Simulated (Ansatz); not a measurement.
One crystal and one scan (scan of one atom of the cell) at two levels, PBE (plane waves to 420 eV, PAW, scalar-relativistic; Ansatz, a program for electronic structure) and r2SCAN (plane waves to 500 eV, PAW, scalar-relativistic; Ansatz), each from its own relaxed cell and on its own mesh. The cell shown is that of PBE.

LiCl (rock salt)

```yaml
crystal:
  lattice:
    - [0.00000, 2.57520, 2.57520]
    - [2.57520, 0.00000, 2.57520]
    - [2.57520, 2.57520, 0.00000]
  atoms:
    - { symbol: Cl, position: [0.00000, 0.00000, 0.00000] }
    - { symbol: Li, position: [0.50000, 0.50000, 0.50000] }
```

In each cell atom 1 (Cl, nearest neighbour Li at 2.575 Å; its periodic images, 3.6 Å or more away, move with it) moves by s·(0.707, 0.707, 0.000) (along Cartesian [110]), the rest being held.

The energy includes the smearing's −TS. LiCl was relaxed with its symmetry unable to fall. Both scans cover s from -0.260 to 0.260 Å.

ΔE (meV/cell), each from the undisplaced structure of its own level:

| s (Å) | PBE | r2SCAN |
|---|---|---|
| -0.260 | 22.3 | withheld |
| -0.208 | 13.8 | 18.0 |
| -0.156 | 7.5 | 9.9 |
| -0.104 | 3.3 | 4.3 |
| -0.052 | 0.8 | 1.1 |
| 0.000 | 0.0 | 0.0 |
| 0.052 | 0.8 | 1.1 |
| 0.104 | 3.3 | 4.3 |
| 0.156 | 7.5 | 9.9 |
| 0.208 | 13.8 | 18.0 |
| 0.260 | 22.3 | withheld |

### Question
Estimate the r2SCAN value at 0.260 from the PBE value there and the ratio of the two levels in the two nearest given rows on that side of the minimum.

### Answer
At 0.208 and 0.156 the ratio r2SCAN/PBE averages 1.312, which gives 1.312 × 22.3 = 29.3 meV/cell. The calculation gives 29.0 meV/cell, +30.0 % against PBE.

(A displaced cell: forces are minus the slopes of the energy, force constants its curvatures, and phonons follow from these.)
